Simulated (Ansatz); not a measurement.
Run on N (N2 molecule in a box): DFT, LDA, PAW with Ansatz's default frozen-core files, scalar-relativistic (Ansatz 0.2.0). This run: relaxed.

The start is a guessed cell of a prototype that needn't be stable.

Command: `ansatz run input.yaml --threads 4 --pin off --max-ram 10240MiB --backend cpu --events-out ev --progress --plain --runs-dir out`

```yaml
crystal:
  lattice:
    - [9.0, 0.0, 0.0]
    - [0.0, 9.2, 0.0]
    - [0.0, 0.0, 10.1]
  atoms:
    - { symbol: "N", position: [0.5, 0.5, 0.44554455] }
    - { symbol: "N", position: [0.5, 0.5, 0.55445545] }
kpoints:
  mp_grid: { grid: [1, 1, 1] }
scf:
  occupations: { method: fermi_dirac, width: 0.01 }
hamiltonian:
  xc: lda
  pseudopotentials: { kind: paw }
output:
  forces: true
  stress: true
  write_density: true
  write_potential: true
  elf: true
  volumetric_format: npy
relax:
  f_tol: 0.003
  max_steps: 80
```

Output:

```
Warning: output.stress: scf.convergence.dr2_threshold = 9e-9 eV (the default of a walk held to its f_tol) is looser than the 2e-10 eV advised for a printed stress (1e-10 eV for each atom of the cell: 2). What an SCF threshold leaves in a stress goes as its square root, and in the free energy as the threshold itself, and one threshold admits the most on a small cell: of the crystals measured, under no hybrid functional and no lock of the moments, on runs that ended without the residual-converged pass, on stresses that held no estimate of that error, the worst erred by over 100 MPa in a component at 1e-7 eV an atom and by under 5 at 1e-10. Every solve of this run answers to scf.convergence.dr2_threshold, and the tensor of one is reported: a single SCF on the reported geometry and on this run's grids (its basis.xc_grid and basis.ecutrho_ratio typed), with scf.convergence.dr2_threshold at 2e-10 eV or tighter, prints it and tightens no other solve. Else set scf.convergence.dr2_threshold to 2e-10 eV or tighter. The threshold is an SCF's pass mark: one that does not reach it within its budget of iterations ends unconverged, or closes short of it on a stop that the run arms, and scf.convergence.dr2_threshold's page says what that costs each kind of run
Engine: ansatz 0.2.0
Pseudopotentials: kind: paw
Pseudopotential: N, paw, valence charge 5, recommended cutoff 420 eV (normal), N.paw.azcp
Functional definition: SPW92
  exchange = slater_x
  correlation = pw_c
Crystal: 2 atoms, lattice volume = 836.280 Å³
Basis set: ecut = 420 eV, 16341 PW (Γ)
Bands: 9, of which v1, the nominal top of the filled ones, is band 5 counted from 1 (4 counted from 0)
Symmetry: 8 space group operations
Space group: Pmmm (ITA 47), of the structure as read, at distance tolerance 9.4e-5 Å
k-points: 1
Non-local potential: N, projectors of the file, l = 0: 2, l = 1: 2, l = 2: 1
PAW form: soft (Blöchl's): semilocal exchange-correlation on the pseudo side does not see the compensation charge
PAW frozen core: N, regenerated for the run's functional, and the local potential with it (the file was generated under x = pbe(κ = 0.804, μ = 0.2195149727645171), c = pbe(β = 0.06672455060314922))
PAW one-centre angular grid: N, 110 points (default); XC on 64 Gauss nodes
Initial density: superposition of atomic densities (neutral atoms: chi_scale 0, normalization atom), corrected by the library's trained network
Initial wavefunctions: pseudopotential atomic-orbital guess
Functional: x = slater, c = lda
SCF iter   1: F=—  HF=-747.140513 eV  |F-HF|=—  |Δ(HF+E_count)|=         —  Δρ=1.74e-3  dr2=2.44e-2  ethr=1.77e-3  ⟨swp⟩=4.0  Hψ=56  notcnv=0
preconditioner: auto → Resta (q_TF=auto, 1.305 Å⁻¹)  ε∞=1.1  [insulator: Δε(μ)=8.191 eV  Ē_g=10.722 eV  σ=0.010 eV  W_gap=1.00  n_scr=28 (ndim 8)  ℏωp=3.6 eV  f_vac=0.924  D(μ)=0.00/eV (n_scr^D=0)  ε∞_Penn≈1.1  vacuum switching on, ρ_ref=8.3e-3 e/Å³]
SCF iter   2: F=—  HF=-747.140788 eV  |F-HF|=—  |Δ(HF+E_count)|=   2.75e-4  Δρ=6.84e-4  dr2=1.94e-3  ethr=2.44e-4  ⟨swp⟩=3.0  Hψ=27  notcnv=0
SCF iter   3: F=—  HF=-747.146717 eV  |F-HF|=—  |Δ(HF+E_count)|=   5.93e-3  Δρ=2.15e-4  dr2=2.51e-4  ethr=1.94e-5  ⟨swp⟩=5.0  Hψ=21  notcnv=0
SCF iter   4: F=—  HF=-747.148294 eV  |F-HF|=—  |Δ(HF+E_count)|=   1.58e-3  Δρ=2.60e-5  dr2=2.62e-6  ethr=2.51e-6  ⟨swp⟩=6.0  Hψ=23  notcnv=0
SCF iter   5: F=—  HF=-747.148356 eV  |F-HF|=—  |Δ(HF+E_count)|=   6.20e-5  Δρ=8.32e-6  dr2=3.06e-7  ethr=2.62e-8  ⟨swp⟩=7.0  Hψ=30  notcnv=0
SCF iter   6: F=-747.148353 eV  HF=-747.148353 eV  |F-HF|=1.25e-8  |Δ(HF+E_count)|=   2.98e-6  Δρ=2.28e-6  dr2=2.34e-8  ethr=2.25e-9  ⟨swp⟩=8.0  Hψ=44  notcnv=0
SCF 1 converged in 6 iterations: F = -747.148353 eV  dr2 = 2.34e-8
  greatest PAW one-centre occupation: 0.851 electrons in one spin orbital (limit 2), on the N atom at site 1 (counted from 0), in its partial waves of l = 0
relax step   1: F+E_penalty+E_count = -747.14835311 eV  Δ(F+E_penalty+E_count) = +0.000e0 eV  max|allowed force component| = 9.738e-1 eV/Å  Δτ_max = 0.0000 Å  (6 SCF iters, dr2 threshold 2.25e-7 eV, accepted)
Initial density: handed on by an earlier stage of this run
Initial wavefunctions: those handed on with the density
iter 1 solved again at ethr=1.21e-5 eV; its pass at ethr=3.10e-3 eV (dr2=1.21e-3 eV) is discarded
SCF iter   1: F=—  HF=-747.152241 eV  |F-HF|=—  |Δ(HF+E_count)|=         —  Δρ=5.58e-4  dr2=1.62e-3  ethr=1.21e-5  ⟨swp⟩=2.0  Hψ=50  notcnv=0
eigensolver tolerance schedule calibrated: the retry pair's looser diagonalisation under-reported the residual by θ = 0.25 (0.11/decade); ethr = c·dr2/N_el runs at the constant in force after the calibration composes with the one it found (an armed cap, an earlier calibration), c = 9.0e-2
preconditioner: auto → Resta (q_TF=auto, 1.305 Å⁻¹)  ε∞=1.1  [insulator: Δε(μ)=8.270 eV  Ē_g=11.040 eV  σ=0.010 eV  W_gap=1.00  n_scr=28 (ndim 8)  ℏωp=3.6 eV  f_vac=0.909  D(μ)=0.00/eV (n_scr^D=0)  ε∞_Penn≈1.1  vacuum switching on, ρ_ref=8.8e-3 e/Å³]
SCF iter   2: F=—  HF=-747.151646 eV  |F-HF|=—  |Δ(HF+E_count)|=   5.95e-4  Δρ=1.59e-4  dr2=5.35e-5  ethr=1.21e-5  ⟨swp⟩=3.0  Hψ=18  notcnv=0
SCF iter   3: F=-747.151661 eV  HF=-747.151658 eV  |F-HF|=3.74e-6  |Δ(HF+E_count)|=   1.16e-5  Δρ=5.48e-5  dr2=5.75e-6  ethr=4.80e-7  ⟨swp⟩=9.0  Hψ=53  notcnv=0
SCF 2 converged in 3 iterations: F = -747.151661 eV  dr2 = 5.75e-6
relax step   2: F+E_penalty+E_count = -747.15166146 eV  Δ(F+E_penalty+E_count) = -3.308e-3 eV  max|allowed force component| = 9.731e-2 eV/Å  Δτ_max = 0.0037 Å  (3 SCF iters, dr2 threshold 5.93e-5 eV, accepted)
SCF iter   1: F=—  HF=-747.151695 eV  |F-HF|=—  |Δ(HF+E_count)|=         —  Δρ=4.42e-5  dr2=1.34e-5  ethr=1.32e-6  ⟨swp⟩=2.0  Hψ=34  notcnv=0
preconditioner: auto → Resta (q_TF=auto, 1.305 Å⁻¹)  ε∞=1.1  [insulator: Δε(μ)=8.254 eV  Ē_g=11.004 eV  σ=0.010 eV  W_gap=1.00  n_scr=28 (ndim 8)  ℏωp=3.6 eV  f_vac=0.909  D(μ)=0.00/eV (n_scr^D=0)  ε∞_Penn≈1.1  vacuum switching on, ρ_ref=8.8e-3 e/Å³]
SCF iter   2: F=-747.151691 eV  HF=-747.151691 eV  |F-HF|=3.66e-7  |Δ(HF+E_count)|=   3.93e-6  Δρ=1.20e-5  dr2=2.78e-7  ethr=5.92e-9  ⟨swp⟩=7.0  Hψ=63  notcnv=0
SCF 3 converged in 2 iterations: F = -747.151691 eV  dr2 = 2.78e-7
relax step   3: F+E_penalty+E_count = -747.15169145 eV  Δ(F+E_penalty+E_count) = -2.999e-5 eV  max|allowed force component| = 2.607e-3 eV/Å  Δτ_max = 0.0003 Å  (2 SCF iters, dr2 threshold 5.92e-7 eV, accepted)
[... lines left out ...]
SCF iter   1: F=—  HF=-747.151692 eV  |F-HF|=—  |Δ(HF+E_count)|=         —  Δρ=2.24e-6  dr2=2.35e-8  ethr=3.00e-9  ⟨swp⟩=2.0  Hψ=30  notcnv=0
SCF iter   2: F=-747.151692 eV  HF=-747.151692 eV  |F-HF|=7.20e-10  |Δ(HF+E_count)|=   6.58e-9  Δρ=7.31e-7  dr2=1.06e-9  ethr=9.00e-11  ⟨swp⟩=5.0  Hψ=55  notcnv=0
SCF 5 converged in 2 iterations: F = -747.151692 eV  dr2 = 1.06e-9
relax step   5: F+E_penalty+E_count = -747.15169155 eV  Δ(F+E_penalty+E_count) = -7.987e-8 eV  max|allowed force component| = 1.892e-4 eV/Å  Δτ_max = 0.0000 Å  (2 SCF iters, accepted)
NSCF: frozen V_eff on 1 k-points
the band table was solved once a step of the walk had ended and its energy, with any forces and stress, was formed, with the checks that follow a solve (103 applications of the Hamiltonian). They found nothing against the state; the energy, forces and stress were not computed again (output.eigenvalues in the input reference)
WARN: The output density's exchange-correlation potential varies sharply where the density is thin. Do not read a vacuum level from v_tot or v_xc, or from such a field of the output density. On a cell that repeats whose density bears no net charge and no dipole along the vacuum's axis use v_es (v_loc + v_h of the components); under efield.dipole_correction with no amplitude use v_es + v_field, which holds any external_charges[].barrier, or the levels of the report's work_function block, which leave it out; under a non-zero efield.amplitude the vacuum is tilted and has no level; on a cell that repeats and bears such a dipole with no correction it is tilted too, and efield.dipole_correction with no amplitude gives each side of its ramp a level where efield: is served; in a cell that repeats whose density bears a net charge (total_charge, or a fill off its count) it is curved and has none; of a slab under crystal.periodic whose density bears no net charge use v_es, which has a level on each side, short of where the two are joined; of another it falls or rises all the way out and has none; of a slab beside external_charges read slab_vacuum_level instead, which it has where they leave it neutral. The grid or the basis barely resolves most such structure, and the values can differ between equally converged runs; as a rule a tighter scf.convergence.dr2_threshold does not remove it. Where the density itself ripples (under the LDA too) a higher basis.ecutwfc lessens it. The files hold the spikes' plane waves up to the density's cutoff. Files: v_tot_of_output_density and the like, and their columns of v_z.tsv (output.write_potential); v_xc_of_output_density and the like, and their columns of v_comp_z.tsv (output.write_potential_components). Measured: with its Gaussian average of σ = 0.25 Å subtracted twice, the exchange-correlation potential is over 0.1 eV at 201 of the grid points where the equally averaged density (valence and model cores) is under 1e-3 e/Å³, and 0.182 eV at the most among them, at an averaged density of 1.2e-5 e/Å³. The input density's (outcome.potential() and, of a run that writes arrays, v_tot and v_xc) is over 0.1 eV, so measured, at 201 points of its own thin density, 0.182 eV at the most. See output.write_potential in the manual, Limitations
SCF converged after 2 iterations
Free energy (F): -747.151692 eV
Harris-Foulkes:  -747.151692 eV  (|F-HF|=7.20e-10)
Internal energy: -747.151692 eV  (E = F + TS)
E sigma→0 (E₀):  -747.151692 eV
Fermi energy:    -6.053478 eV
--- Per-component energies (eV) ---
  E_band       = -149.544836
  E_kinetic    = 249.960623
  E_local      = -1408.678134  (includes V_loc(G=0)·N_el)
  E_nonlocal   = 99.141765
  E_hartree    = 546.966327
  E_xc         = -112.278547
  E_vxc        = -143.223872  (∫ρ·V_xc dr)
  E_paw        = -236.496623  (= ΣΔE_a)
  E_vpaw       = -40.677843  (= ΣTr[D̂ρ^β])
  E_aug_tail   = 0.000168  (compensation charges beyond the density's cutoff)
  E_ewald      = 114.072643
  E_core_change = 0.160088  (= ΣΔE_core)
  E_smearing   = -0.000000  (= −TS)
  E_closure    = 0.000000  (closes the sum)
  Σ components = -747.151692   (vs F -747.151692, Δ=0.00e0)
--- Forces (eV/Å), atoms counted from 1 ---
  atom   1  N     -0.00000000     0.00000000     0.00018918
  atom   2  N      0.00000000     0.00000000    -0.00018918
  max |Σ_I F_I| component: 0.00e0 eV/Å
--- Stress (GPa, compression-positive) ---
       -0.000113       0.000000       0.000000
        0.000000       0.001237       0.000000
        0.000000       0.000000       0.000420
  P = ⅓ Tr σ = 0.0005 GPa (0.005 kbar)
--- Band table (eV) ---
  k-point 0: bands = ["-28.0559", "-13.1652", "-11.6873", "-11.6871", "-10.1770", "-1.9231", "-1.9230", "-0.1096", "1.2650"]
--- Relaxed structure (5 steps of the walk, 5 accepted, 0 SCFs on fresh bases) ---
  F+E_penalty+E_count = -747.15169155 eV   max|allowed force component| = 1.892e-4 eV/Å
  atoms:
    - { symbol: N, position: [0.5, 0.5, 0.44588109253641284] }
    - { symbol: N, position: [0.5, 0.5, 0.5541189074635873] }
```

Next run, as changes to the input before:

```diff
   atoms:
-    - { symbol: "N", position: [0.5, 0.5, 0.44554455] }
-    - { symbol: "N", position: [0.5, 0.5, 0.55445545] }
+    - { symbol: "N", position: [0.5, 0.5, 0.4458810925] }
+    - { symbol: "N", position: [0.5, 0.5, 0.5541189075] }
 kpoints:
   stress: true
-  write_density: true
-  write_potential: true
-  elf: true
-  volumetric_format: npy
-relax:
-  f_tol: 0.003
-  max_steps: 80
+  eigenvalues: true
```

Results part of the output:

```
SCF 1 converged in 6 iterations: F = -747.151692 eV  dr2 = 1.67e-8
  greatest PAW one-centre occupation: 0.851 electrons in one spin orbital (limit 2), on the N atom at site 1 (counted from 0), in its partial waves of l = 0
SCF converged after 6 iterations
Free energy (F): -747.151692 eV
Harris-Foulkes:  -747.151692 eV  (|F-HF|=5.98e-9)
Internal energy: -747.151692 eV  (E = F + TS)
E sigma→0 (E₀):  -747.151692 eV
Fermi energy:    -6.053303 eV
--- Per-component energies (eV) ---
  E_band       = -149.543430
  E_kinetic    = 249.959886
  E_local      = -1408.675988  (includes V_loc(G=0)·N_el)
  E_nonlocal   = 99.141254
  E_hartree    = 546.965114
  E_xc         = -112.278421
  E_vxc        = -143.223710  (∫ρ·V_xc dr)
  E_paw        = -236.496435  (= ΣΔE_a)
  E_vpaw       = -40.677738  (= ΣTr[D̂ρ^β])
  E_aug_tail   = 0.000168  (compensation charges beyond the density's cutoff)
  E_ewald      = 114.072643
  E_core_change = 0.160088  (= ΣΔE_core)
  E_smearing   = -0.000000  (= −TS)
  E_closure    = -0.000000  (closes the sum)
  Σ components = -747.151692   (vs F -747.151692, Δ=0.00e0)
--- Forces (eV/Å), atoms counted from 1 ---
  atom   1  N     -0.00000000     0.00000000     0.00000368
  atom   2  N      0.00000000     0.00000000    -0.00000368
  max |Σ_I F_I| component: 0.00e0 eV/Å
--- Stress (GPa, compression-positive) ---
       -0.000114       0.000000       0.000000
        0.000000       0.001236       0.000000
        0.000000       0.000000       0.000434
  P = ⅓ Tr σ = 0.0005 GPa (0.005 kbar)
--- Band table (eV) ---
  k-point 0: bands = ["-28.0558", "-13.1650", "-11.6872", "-11.6869", "-10.1768", "-1.9230", "-1.9229", "-0.1095", "1.2653"]
```

The PAW files were made under PBE.
